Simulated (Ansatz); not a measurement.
Be₂Fe:
```xyz
12
Lattice="4.1909 0.0000 0.0000 -2.0954 3.6294 0.0000 0.0000 0.0000 6.7965" Properties=species:S:1:pos:R:3 pbc="T T T"
Be     2.0954     2.3923     1.6991
Be    -1.0241     3.0109     5.0974
Be     1.0713     0.6185     1.6991
Be     0.0000     1.2371     5.0974
Be     3.1195     0.6185     1.6991
Be     1.0241     3.0109     5.0974
Be     0.0000     0.0000     0.0000
Be     0.0000     0.0000     3.3983
Fe     0.0000     2.4196     0.4180
Fe     2.0954     1.2098     3.8162
Fe     0.0000     2.4196     2.9803
Fe     2.0954     1.2098     6.3786
```
The run is spin-polarised; directions of the spins, atom by atom: 0 0 0 0 0 0 0 0 ↑ ↑ ↑ ↑.

Relaxed with r²SCAN.

**Question.** Tabulate the valence density and the electron localisation function along the shortest Fe–Fe contact (2.56 Å), the program Ansatz at the r²SCAN level (PAW).

**Answer.** 

```tsv
distance from Fe (Å)	density (e/Å³)	ELF
0.26	22.89	0.80
0.38	13.72	0.69
0.51	7.11	0.55
0.64	3.26	0.41
0.77	1.34	0.28
0.90	0.64	0.20
1.02	0.44	0.21
1.15	0.36	0.30
1.28	0.34	0.35
1.41	0.36	0.30
1.54	0.44	0.21
1.66	0.64	0.20
1.79	1.34	0.28
1.92	3.26	0.41
2.05	7.11	0.55
2.18	13.72	0.69
2.30	22.89	0.80
```

The density is the valence pseudo-density with augmentation charge, so density and ELF within about 1 Å of a nucleus are not all-electron values.

Space group P6_3/mmc. The workflow started from an entry of the Crystallography Open Database (COD). Its standing as an ambient phase is unchecked. Symmetry was held in the r²SCAN relaxation; whether a distortion lowers the energy is not shown. Spin order of the final state: ferromagnetic, chosen from 2 collinear starts compared on coarse meshes (ties went to the first, and starts can fall back to one state), not a proven ground state. Other orbital occupations within this spin state were not tried.

Potentials: the later of the program's two PAW sets.
